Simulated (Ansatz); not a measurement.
## In3Se: how the energy converges with the cutoff

In3Se, Pm-3m, a = 4.804 Å. The structure is a Materials Project entry; whether it is the stable form wasn't checked. Ansatz: PBE, PAW, cutoff varied, Γ-centred 10×10×10 mesh on 4 atoms, Gaussian smearing 0.10 eV; no spin polarisation. Single points at one geometry, the cutoff alone changed; ΔE is the energy at zero smearing over the run at 850 eV (runs within 0.3 meV/atom of it are left out). The runs up to 380 eV lie under the cutoff recommended for these PAW datasets.

| cutoff (eV) | ΔE (meV/atom) |
| --- | --- |
| 150 | 44577.99 |
| 200 | 6704.61 |
| 250 | 776.77 |
| 300 | 55.78 |
| 350 | 2.64 |
| 380 | 1.71 |
| 420 | 1.12 |
| 460 | ? |

Task: Assume ΔE falls exponentially with the cutoff, fit y = ln ΔE against x, the cutoff in eV, to the other rows, and predict the missing value.

Result: y = 10.705, 8.811, 6.655, 4.021, 0.971, 0.536, 0.113. Means x = 292.9, y = 4.5446; Σ(Δx)² = 57943, ΣΔxΔy = -2487; the slope is their ratio. y = 17.12 − 0.04293 x, a factor of ten per 54 eV. At 460 eV this gives ΔE = 0.07 meV/atom. The run gave 0.44, a ratio of 0.16. Between neighbouring rows the decay runs from a factor of ten per 38 eV to one per 218 eV, so one exponential is only a rough guide.